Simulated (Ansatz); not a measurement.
The cell below belongs to a search over invented structures; it isn't taken from experiment.

Input and command of a plane-wave DFT calculation in Ansatz:

```yaml
crystal:
  lattice:
    - [7.4764501864, 0.0, 0.0]
    - [0.0, 7.4764501864, 0.0]
    - [0.0, 0.0, 7.4764501864]
  atoms:
    - { symbol: Si, position: [0.0, 0.0, 0.0] }
    - { symbol: Te, position: [0.183986583, 0.5, 0.5] }
    - { symbol: Te, position: [0.5, 0.183986583, 0.5] }
    - { symbol: Te, position: [0.816013417, 0.5, 0.5] }
    - { symbol: Te, position: [0.5, 0.816013417, 0.5] }
    - { symbol: Te, position: [0.5, 0.5, 0.183986583] }
    - { symbol: Te, position: [0.5, 0.5, 0.816013417] }
basis:
  ecutwfc: 420
kpoints:
  mp_grid: { grid: [6, 6, 6] }
hamiltonian:
  xc: pbe
scf:
  occupations: { method: gaussian, width: 0.1 }
output:
  forces: true
  stress: true
  eigenvalues: true
relax:
  adjacent_minimum: "off"
  f_tol: 0.01
  max_steps: 80
  cell: { stress_tol: 0.05 }
```

```bash
ansatz run input.yaml --threads 1 --pin off --max-ram 2048MiB --backend cpu --events-out ev --progress --plain --runs-dir out
```

Processor: Arm Neoverse V2, 1 thread, on a host shared with other jobs.

Problem. Estimate time, memory and problem size.

Solution. About 83 s, peak memory 0.73 GiB. It solves 60 bands at 20 k points (after reduction by symmetry) with about 8217 plane waves (on the last cell), in 22 SCF iterations over 3 ionic steps.
